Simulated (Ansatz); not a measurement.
Starting cell, BaTiO3 (cubic perovskite):

```xyz
5
Lattice="4.0195 0.0000 0.0000 0.0000 4.0195 0.0000 0.0000 0.0000 4.0195" Properties=species:S:1:pos:R:3 pbc="T T T"
Ba     0.0000     0.0000     0.0000
Ti     2.0097     2.0097     2.0097
O      0.0000     2.0097     2.0097
O      2.0097     2.0097     0.0000
O      2.0097     0.0000     2.0097
```

In each cell atom 5 (O, nearest neighbour Ti at 2.010 Å; its periodic images, 4.0 Å or more away, move with it) moves by s·(0.000, 0.000, 1.000) (along Cartesian z), the rest being held.

Computed with PBE (plane waves to 420 eV, PAW, scalar-relativistic; Ansatz, a first-principles code). k mesh 7×7×7 (Γ-centred), Fermi-Dirac smearing 0.05 eV. The energy includes the smearing's −TS. BaTiO3 is run without spin polarisation. BaTiO3 was relaxed with its symmetry unable to fall. The PAW data are Ansatz's earlier set. This is a high-temperature form of BaTiO3. ΔE is measured from the undisplaced structure.

| s (Å) | ΔE (meV/cell) |
|---|---|
| -0.200 | 105.5 |
| -0.160 | 67.2 |
| -0.120 | 37.6 |
| -0.080 | withheld |
| -0.040 | 4.2 |
| 0.000 | 0.0 |
| 0.040 | 4.2 |
| 0.080 | withheld |
| 0.120 | 37.6 |
| 0.160 | 67.2 |
| 0.200 | 105.5 |

Problem. Fit an even polynomial form (powers 2, 4) to the given rows and predict ΔE at s = 0.080.

Solution. Least squares on the 9 given rows: ΔE = (2600)·s² + (949.6)·s⁴, in meV/cell with s in Å; root-mean-square residual 0.03 meV/cell. At 0.080 the fit gives 16.7 meV/cell; the calculation gives 16.7 meV/cell, the same to the digits shown. The quadratic term alone would give 16.6 meV/cell.

(A displaced cell: forces are minus the slopes of the energy, force constants its curvatures, and phonons follow from these.)
